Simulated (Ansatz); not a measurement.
PbS:
Space group P-6m2 (No. 187); a = b = 4.0532 Å, c = 3.7806 Å, α = β = 90.00°, γ = 120.00°

| atom | site | symmetry | x | y | z |
|---|---|---|---|---|---|
| Pb | 1a | -6m2 | 0.0000 | 0.0000 | 0.0000 |
| S | 1f | -6m2 | 0.6667 | 0.3333 | 0.5000 |

This is the r²SCAN-relaxed structure.

Problem. All from r²SCAN in the plane-wave PAW code Ansatz, unless another level is named. Estimate the electronic character.

Solution. metallic (no gap).

Problem. What about the formation energy from the elements (no fitted shifts)?

Solution. -0.53 eV/atom.

Problem. Predict the density of states at the Fermi level.

Solution. 0.06 states/eV per atom (mean over ±0.08 eV).

The first step of the workflow began from a Materials Project structure, measured or hypothetical; the Crystallography Open Database copy checked does not list it. It is not the phase usual at ambient conditions (space group No. 225). The cell was relaxed with r²SCAN under the symmetry of its start; its stability against distortions is not shown here. The references are the lowest solids computed at this level, not always the standard phases. Spin–orbit coupling is left out wherever it is not named.

Potentials: the later of the program's two PAW sets.
